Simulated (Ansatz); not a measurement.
AlB2Ru2 (Cmmm), relaxed with PBEsol (Ansatz, a quantum-chemistry and plane-wave program, plane waves, PAW): a = 2.9293 Å, b = 12.7266 Å, c = 2.7965 Å, α = 90.00°, β = 90.00°, γ = 90.00°.

ΔH_f (eV/atom): -0.38
B₀ by P(V) fit (GPa): 240

### Question
The same phase is relaxed and computed with r²SCAN in the same code. What are the cell and these values now?

### Answer
a = 2.9322 Å, b = 12.7439 Å, c = 2.8122 Å, α = β = γ = 90.00°.

- ΔH_f (eV/atom) = -0.38
- B₀ by P(V) fit (GPa) = 239

Typed or built starts, not in the databases checked: AlB2Ru2, Cmmm (Al on 2a, Ru on 4j, B on 4i). All cells were relaxed under the symmetry of their starts (and spin orders); stability against distortions was not tested throughout. Rows with no word on spin ran without spin polarisation. Scalar-relativistic: spin–orbit coupling is off unless named, which matters more the heavier the elements.

Potentials: the later of the program's two PAW sets.

Ansatz is a plane-wave DFT program.

Formation energies count from the lowest solids of the elements computed at the same level, not from gases.
